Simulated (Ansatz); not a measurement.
The guess for AlClF₂ was made by a generator: random cell by space group and Wyckoff sites (Fmmm, No. 69). The dimensions are guesses.

```cif
data_structure
_symmetry_space_group_name_H-M 'Fmmm'
_symmetry_Int_Tables_number 69
_cell_length_a 4.4197
_cell_length_b 7.4937
_cell_length_c 7.8687
_cell_angle_alpha 90.000
_cell_angle_beta 90.000
_cell_angle_gamma 90.000
_cell_volume 260.61
loop_
_atom_site_label
_atom_site_type_symbol
_atom_site_symmetry_multiplicity
_atom_site_Wyckoff_symbol
_atom_site_fract_x
_atom_site_fract_y
_atom_site_fract_z
_atom_site_occupancy
Al1 Al 4 a 0.00000 0.00000 0.00000 1
Cl1 Cl 4 b 0.50000 0.00000 0.00000 1
F1 F 8 h 0.50000 0.83983 0.00000 1
```

The calculation used Ansatz 0.2.0, DFT PBE, scalar-relativistic, plane waves, PAW. Cutoff 420 eV, Gaussian smearing, Γ-centred meshes. Cell and atoms relax first on a coarse mesh and then on a converged one. In between, the cell is made exact in the group found at 0.06 Å. The steps can't lower the symmetry of their start. No spin polarisation in the relaxation; trial moments died out in a coarse test.

A guess keeps its type if space group and coordination stay and the shape of the cell changes little (axis ratios within about 15 %, angles within 6°); the volume may change.

**Question.** Will the relaxed cell still be of the starting type?

**Answer.** It doesn't keep its type. The symmetry goes from Fmmm (No. 69) to I4/mmm (No. 139). The volume per atom grows by 13.8 %, from 16.3 to 18.5 Å³. The shortest distance goes from 1.20 Å (Cl–F) to 1.64 Å (Al–F). Counting neighbours within 15 % of an atom's shortest distance, the start has Al 6, Cl 2, F 1 and the end Al 2, Cl 4, F 1. In detail, at the end Al has 2 F at 1.64 Å and 4 Cl at 2.61 Å; around Cl lie 4 Al at 2.61 Å and 8 F at 3.08 Å; F is surrounded by 1 Al at 1.64 Å and 4 Cl at 3.08 Å.

```
Al Cl F
1.0
    -1.84240    1.84240    5.45972
     1.84240   -1.84240    5.45972
     1.84240    1.84240   -5.45972
Al Cl F
1 1 2
Cartesian
  0.0000 0.0000 0.0000
  0.0000 0.0000 5.4597
  0.0000 0.0000 1.6411
  0.0000 0.0000 9.2783
```

The last run used a 10×10×10 mesh for its 4-atom cell and Gaussian smearing of 0.02 eV. No dispersion correction is applied, so the spacing and binding between layers, chains or molecules are poorly described. A structure relaxed within its symmetry needn't be a true minimum. Another cell of AlClF2 relaxed alike, in P6_3/mmc, lies 18 meV/atom lower, so this cell isn't the stable form at this level.
